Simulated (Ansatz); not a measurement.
SnO2:
```
SnO2
1.0
    4.76949     0.00000     0.00000
    0.00000     4.76949     0.00000
    0.00000     0.00000     3.21172
Sn O
2 4
Direct
  0.00000   0.00000   0.00000
  0.50000   0.50000   0.50000
  0.30627   0.30627   0.00000
  0.80627   0.19373   0.50000
  0.19373   0.80627   0.50000
  0.69373   0.69373   0.00000
```

Relaxed with PBEsol. Special points in fractions of this cell's reciprocal vectors: Γ (0.000, 0.000, 0.000); X (0.000, 0.500, 0.000); M (0.500, 0.500, 0.000); Z (0.000, 0.000, 0.500); R (0.000, 0.500, 0.500); A (0.500, 0.500, 0.500).

List the band energies nearest the valence-band maximum at these points for PBEsol in the plane-wave PAW code Ansatz.

In eV from the valence-band maximum; about four levels below and three above (degenerate sets whole), none deeper than 8.9 eV; points with the same levels are listed once.

```csv
k,below,above
Γ,-1.26 -1.26 -0.77 -0.77 0.00,0.92 5.86 6.05 6.05
X,-1.22 -1.22 -0.63 -0.63,4.14 4.14 6.82 6.82
M,-1.34 -1.34 -0.89 -0.89,4.54 4.54 7.24 7.24
Z,-1.64 -1.64 -1.24 -1.24,5.88 5.88 9.44 9.44
R,-1.08 -1.08 -0.73 -0.73,6.15 6.15 7.74 7.74
A,-0.96 -0.96 -0.82 -0.82,4.56 4.56 8.62 8.62
```

Space group P4_2/mnm (rutile). Symmetry was held in the PBEsol relaxation. Scalar-relativistic: spin–orbit coupling is off unless named, which matters more the heavier the elements.

Potentials: the later of the program's two PAW sets.
